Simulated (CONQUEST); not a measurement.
Set-up for a self-consistent single point of SnO2 (Pnnm, 6 atoms in the cell; from Materials Project mp-550172, changed as shown).

```yaml
crystal:
  lattice:
    - [4.67629, 0.00000, 0.00000]
    - [0.00000, 4.75303, 0.00000]
    - [0.00000, 0.00000, 3.16528]
  atoms:
    - { symbol: Sn, position: [0.50000, 0.50000, 0.50000] }
    - { symbol: Sn, position: [0.00000, 0.00000, 0.00000] }
    - { symbol: O, position: [0.29185, 0.32104, 0.00000] }
    - { symbol: O, position: [0.70815, 0.67896, 0.00000] }
    - { symbol: O, position: [0.79185, 0.17896, 0.50000] }
    - { symbol: O, position: [0.20815, 0.82104, 0.50000] }
```

Method: LDA (PW92), numerical atomic orbitals double-zeta with polarisation (the shipped basis), PseudoDojo norm-conserving potentials made for LDA (CONQUEST 1.3).

CONQUEST settings:

```
key                                             value
---------------------  ------------------------------
basis                                             DZP
Diag.MPMeshX, Y, Z                              4 4 6
potentials             PseudoDojo norm-conserving LDA
Grid.GridCutoff                                140 Ha
DM.SolutionMethod                              diagon
Diag.kT                                   0.000367 Ha
Diag.GammaCentred                                true
minE.SCTolerance                              1.0e-07
SC.MaxIters                                       100
SC.LinearMixingFactor                             0.5
AtomMove.TypeOfRun                             static
```

**Question.** Estimate, at this level of theory: gap on the k-point mesh, pressure and largest force (vector length).

**Answer.** The run gave:

* **Gap on the k-point mesh**: 1.19 eV
* **Pressure**: 8.75 GPa
* **Largest force (vector length)**: 0.116 eV/Å

The gap is read on the k-point mesh of the run and can differ from the gap over the whole zone at this level.

For comparison: a first run was changed to give this one (lattice scaled by 0.98), and from it to this one the free energy rises by 8.9 meV/atom, the pressure goes from -4.17 to 8.75 GPa, the largest force goes from 0.141 to 0.116 eV/Å and the gap on the mesh goes from 0.604 to 1.190 eV.

The program uses no crystal symmetry, so grid and mesh can part values that symmetry would make equal. The atom-centred basis is finite, which shifts total energies, pressures, gaps and forces against plane waves. The structure comes from a collection of computed structures, made at another level of theory; the collection holds predicted forms beside known ones. Its lattice was then scaled.

Cost on one core: about 60 core-seconds (a rough figure).
